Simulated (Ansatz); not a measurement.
## ZrBr, a known structure type with other elements, at an estimated volume

```
CELL_PARAMETERS angstrom
1.75901 3.04669 0.00000
-1.75901 3.04669 0.00000
0.00000 -2.03113 9.16818
ATOMIC_POSITIONS crystal
Br 0.37080 0.37080 0.11240
Br 0.62920 0.62920 0.88760
Zr 0.12760 0.12760 0.38280
Zr 0.87240 0.87240 0.61720
```

Level: r2SCAN, no spin polarisation; 500 eV; 10×10×10 Γ-centred mesh; fermi-dirac occupations (width 0.1 eV); Ansatz 0.2.0, fixed geometry.

**Question.** Is it stable against the elements?

**Answer.** -0.45 eV an atom against the elements' usual phases (free molecules for gases, crystals otherwise, with no correction for O₂ or N₂), so it is bound against them; other compounds may still compete. Relaxing would lower it.

**Question.** Where is the largest force?

**Answer.** The largest is on Br1 (and as large on other atoms): 4.76 eV/Å, components (0.00, 0.00, 4.76). It makes 135° with the line to a nearest neighbour, Br2 at 2.89 Å, pointing away from it.

**Question.** How is the charge shared?

**Answer.** Bader charges in e: Zr +0.57, Br -0.57. In the mean Zr gives up most and Br takes most.

**Question.** Metal or insulator?

**Answer.** It is a metal, with about 0.47 states/eV a cell as the mean within 0.25 eV of the Fermi level, mostly Zr d (92 %).

**Question.** Describe some of the short contacts.

**Answer.** Br–Br at 2.89 Å: least valence density 0.22 e/Å³ and ELF 0.16 there. Zr–Zr at 2.96 Å: least valence density 0.22 e/Å³ and ELF 0.17 there. Br–Zr at 3.20 Å: least valence density 0.14 e/Å³ and ELF 0.12 there. Both are smooth PAW fields, read partly inside the augmentation spheres.

**Question.** What does the stress say?

**Answer.** The pressure is -0.3 GPa (compression positive), so with the atoms held at these fractions the cell is close to zero pressure; the forces are large, so a full relaxation may end otherwise. The principal stresses -3.9, 1.5, 1.5 GPa differ, so its shape would change too.

Origin: a known structure type with other elements, at an estimated volume, so it need not be a known compound. Caveats: atoms or cell far from equilibrium.
